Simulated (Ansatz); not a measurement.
# Sn₂Pb₃S₅ (R-3m) at 2 levels of theory

One geometry, relaxed with PBE; plane waves with PAW potentials in Ansatz, scalar-relativistic. No spin polarisation. Gaps are the least over mesh and band path; pressure is positive in compression.

```xyz
10
Lattice="2.1025 1.2139 17.1759 -2.1025 1.2139 17.1759 0.0000 -2.4278 17.1759" Properties=species:S:1:pos:R:3 pbc="T T T"
Sn    0.0000    0.0000   46.3571
Sn    0.0000    0.0000    5.1705
Pb    0.0000    0.0000   36.1049
Pb    0.0000    0.0000   15.4227
Pb    0.0000    0.0000   25.7638
S     0.0000    0.0000   20.6943
S     0.0000    0.0000    0.0000
S     0.0000    0.0000   30.8334
S     0.0000    0.0000   10.3520
S     0.0000    0.0000   41.1756
```

| level | cutoff (eV) | k mesh | gap (eV) | pressure (GPa) |
| --- | --- | --- | --- | --- |
| PBE | 420 | 12×12×12 | 0.08 | 0.0 |

**Question.** What comes out on the same cell with r2SCAN?

**Answer.**
| level | cutoff (eV) | k mesh | gap (eV) | pressure (GPa) |
| --- | --- | --- | --- | --- |
| r2SCAN | 500 | 12×12×12 | 0.27 | -1.0 |

Spin-orbit coupling matters for the bands of heavy elements and is left out.

The cell was found from a structure generator's guess, not taken from experiment.
